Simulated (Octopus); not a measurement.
**TiO₂ (P42/mnm, No. 136): Octopus summary**

TiO2 (P42/mnm, No. 136):
```
CELL_PARAMETERS angstrom
      4.59984     0.00000     0.00000
      0.00000     4.59984     0.00000
      0.00000     0.00000     2.95921
ATOMIC_POSITIONS crystal
  Ti 0.50000 0.50000 0.00000
  Ti 0.00000 0.00000 0.50000
  O  0.69568 0.69568 0.50000
  O  0.30432 0.30432 0.50000
  O  0.80432 0.19568 0.00000
  O  0.19568 0.80432 0.00000
```
The cell is a database entry, not relaxed again.

Level: LDA. Code: Octopus 16.4. Numerical set-up: grid spacing about 0.16 Å, Γ-centred 6×6×8 k-mesh, no spin polarisation; PseudoDojo 0.4 LDA potentials.

Q: What band gap does LDA give on the standard high-symmetry path?

A: 1.80 eV, direct at Γ. A grid finer by a fifth moves the gap between mesh points by 0.01 eV.
